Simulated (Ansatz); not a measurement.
**Ansatz 0.2.0, settings compared: Al₂CoSe₆**

Run with:

```bash
ansatz run input.yaml --threads 1 --pin off --max-ram 2560MiB --backend cpu --events-out ev --progress --plain --runs-dir out
```

input.yaml:

```yaml
crystal:
  lattice:
    - [8.79126, 0.0, 0.0]
    - [-4.39563, 7.613457, 0.0]
    - [0.0, 0.0, 3.729629]
  atoms:
    - { symbol: Se, position: [0.2531, 0.0, 0.5] }
    - { symbol: Se, position: [0.7469, 0.7469, 0.5] }
    - { symbol: Se, position: [0.0, 0.2531, 0.5] }
    - { symbol: Al, position: [0.3333, 0.6667, 0.5] }
    - { symbol: Al, position: [0.6667, 0.3333, 0.5] }
    - { symbol: Co, position: [0.0, 0.0, 0.0] }
    - { symbol: Se, position: [0.6035, 0.0, 0.0] }
    - { symbol: Se, position: [0.3965, 0.3965, 0.0] }
    - { symbol: Se, position: [0.0, 0.6035, 0.0] }
  symmetry: { tolerance: 0.0003 }
kpoints:
  mp_grid: { grid: [3, 3, 5], shift: [0, 0, 0] }
magnetization:
  spin_polarized: false
scf:
  occupations: { method: fermi_dirac, width: 0.0346 }
hamiltonian:
  pseudopotentials: { kind: paw }
  xc: pbe
basis:
  ecutwfc: 420
output:
  forces: true
  stress: true
  eigenvalues: true
```

Origin of the cell: a known structure type with other elements, at an estimated volume, so it need not be a known compound.

Output of this run (shortened):

```
SCF iter   1: F=—  HF=-39009.157780 eV  Δρ=8.87e-3  dr2=2.78e-1
SCF iter   2: F=—  HF=-39009.153311 eV  Δρ=2.98e-3  dr2=3.54e-2  defer=18
SCF iter   3: F=—  HF=-39009.152607 eV  Δρ=1.91e-3  dr2=1.19e-2  defer=20
SCF iter   4: F=—  HF=-39009.152302 eV  Δρ=5.54e-4  dr2=7.54e-4  defer=20
SCF iter   5: F=—  HF=-39009.152336 eV  Δρ=1.50e-4  dr2=5.86e-5  defer=20
SCF iter   6: F=—  HF=-39009.152268 eV  Δρ=3.88e-5  dr2=4.05e-6  defer=20
SCF iter   7: F=—  HF=-39009.152269 eV  Δρ=2.04e-5  dr2=9.95e-7  defer=20
SCF iter   8: F=—  HF=-39009.152269 eV  Δρ=1.12e-5  dr2=3.14e-7  defer=20
SCF iter   9: F=-39009.152269 eV  HF=-39009.152269 eV  Δρ=3.61e-6  dr2=3.80e-8
SCF 1 converged in 9 iterations: F = -39009.152269 eV  dr2 = 3.80e-8
SCF converged after 9 iterations
Free energy (F): -39009.152269 eV
Harris-Foulkes:  -39009.152269 eV  (|F-HF|=3.07e-8)
Internal energy: -39009.090103 eV  (E = F + TS)
E sigma→0 (E₀):  -39009.121186 eV
Entropy (-TS):   -0.062166 eV (-6.907 meV/atom)
Fermi energy:    5.307607 eV
--- Per-component energies (eV) ---
  E_band       = -2972.948826
  E_kinetic    = 1158.367805
  E_local      = -21387.970092  (includes V_loc(G=0)·N_el)
  E_nonlocal   = -3081.772885
  E_hartree    = 10177.492441
  E_xc         = -836.706325
  E_vxc        = -816.035820  (∫ρ·V_xc dr)
  E_paw        = -13926.407264  (= ΣΔE_a)
  E_vpaw       = 799.494893  (= ΣTr[D̂ρ^β])
  E_aug_tail   = -0.003492  (compensation charges beyond the density's cutoff)
  E_ewald      = -11112.090291
  E_smearing   = -0.062166  (= −TS)
  Σ components = -39009.152269   (vs F -39009.152269, Δ=0.00e0)
--- Forces (eV/Å), atoms counted from 1 ---
  atom   1  Se    -1.063904     0.000000     0.000000
  atom   2  Se     0.531952     0.921368     0.000000
  atom   3  Se     0.531952    -0.921368     0.000000
  atom   4  Al     0.000000     0.000000     0.000000
  atom   5  Al     0.000000     0.000000     0.000000
  atom   6  Co    -0.000000     0.000000     0.000000
  atom   7  Se    -0.497992     0.000000     0.000000
  atom   8  Se     0.248996     0.431274     0.000000
  atom   9  Se     0.248996    -0.431274     0.000000
  max |Σ_I F_I| component: 3.33e-16 eV/Å
--- Stress (GPa, compression-positive) ---
      -13.533066       0.000000       0.000000
        0.000000     -13.533066       0.000000
        0.000000       0.000000     -11.003777
  P = ⅓ Tr σ = -12.6900 GPa (-126.900 kbar)
```

The same input was run again with these changes:

1. `scf.occupations.width` 0.0346 → default; `scf.occupations.method` fermi_dirac → tetrahedron; `accuracy` default → high; `scf.n_extra_bands` default → 4
2. `basis.ecutwfc` 420 → "800 eV"; `basis.xc_grid` default → 4
3. `scf.algorithm` default → direct_min; `scf.occupations.method` fermi_dirac → cold; `scf.occupations.width` 0.0346 → 0.01
4. `kpoints.mp_grid.grid` [3, 3, 5] → [1, 1, 2]; `scf.eigensolver.kind` default → davidson; `basis.precision` default → f64

```csv
run,end,SCF iterations,P (GPa),max force component (eV/Å),moment (μB),ΔE(σ→0) (meV/atom)
base,converged,9,-12.69,1.064,–,0
1,converged,16,-12.74,1.059,–,0.41
2,converged,9,-12.69,1.064,–,-0.74
3,converged,14,-12.75,1.039,–,0.68
4,converged,10,-12.24,0.650,–,61.84
```

Energies are compared only where functional, datasets, charge and starting cell are the same.

Not properties of the system: run 4 (too coarse or loose: `kpoints.mp_grid.grid` = [1, 1, 2]).

Caveats of the base run: no spin polarisation, so a magnetic state may lie lower; the k mesh is coarse if the cell is a metal.

Run 1: forces and stress under tetrahedra may miss the slope of the energy.

The base run took 7.1 s on 1 thread of Intel(R) Xeon(R) 6975P-C (Granite Rapids) (shared host), peak memory 0.56 GiB, from the program's own first density.
